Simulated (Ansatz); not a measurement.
The calculation used DFT PBE, scalar-relativistic, plane waves, PAW in Ansatz 0.2.0. All cells share a 420 eV cutoff and Γ-centred k meshes spaced at most about 0.3 Å⁻¹ (about 0.25 or finer for metals, 2π included). No spin polarisation in the final relaxations.

All energies are static (0 K, no zero-point motion).

Compare these two cells of SiGe5, each relaxed at this level.

A.

```
CELL_PARAMETERS angstrom
5.07181 0.00000 0.00000
-2.53590 4.39231 0.00000
0.00000 0.00000 5.03183
ATOMIC_POSITIONS crystal
Si 0.00000 0.00000 0.00000
Ge 0.33333 0.66667 0.00000
Ge 0.66667 0.33333 0.00000
Ge 0.67257 0.67257 0.50000
Ge 0.32743 0.00000 0.50000
Ge 0.00000 0.32743 0.50000
```

B.

```
CELL_PARAMETERS angstrom
2.99558 0.00000 0.00000
-1.49779 2.59425 0.00000
0.00000 0.00000 14.35102
ATOMIC_POSITIONS crystal
Si 0.33333 0.66667 0.00000
Ge 0.66667 0.33333 0.15590
Ge 0.66667 0.33333 0.50000
Ge 0.66667 0.33333 0.84410
Ge 0.33333 0.66667 0.32935
Ge 0.33333 0.66667 0.67065
```

Task: Which placement of the atoms is lower in energy, and by how much?

Result: B is lower, by 13 meV/atom. The two share one framework of sites and differ in which element sits where. A has Si and Ge ordered on hcp sites, space group P-62m (No. 189), 18.7 Å³/atom and no gap on its mesh; B has Si and Ge ordered on hcp sites, space group P-6m2 (No. 187), 18.6 Å³/atom and no gap. Counting Ge atoms around Si (those within 1.25 times the shortest such distance or 1.15 times the sum of covalent radii; the shortest distance is added where it is long for a bond), A has Si 12 from 2.9 Å and B has Si 6 from 2.8 Å. Even the lower one lies +0.38 eV/atom against the reference forms of the elements (uncorrected), so neither is stable at this level. In A, around Si lie 12 Ge at 2.93–3.01 Å; around Ge on a site of symmetry -6 lie 3 Si at 2.93 Å and 9 Ge at 2.93–3.04 Å; Ge on a site of symmetry m2m has 10 Ge at 2.88–3.04 Å and 2 Si at 3.01 Å. In B, Si has 6 Ge at 2.83 Å and 6 Si at 3.00 Å; around Ge on a site of symmetry 3m lie 3 Si at 2.83 Å and 9 Ge at 3.00–3.03 Å; Ge on a site of symmetry -6m2 is surrounded by 12 Ge at 3.00 Å; 1 more site not described. Both come from invented guesses.

For metals, differences of a few meV/atom aren't resolved. Cells relaxed within their symmetry can be saddle points.
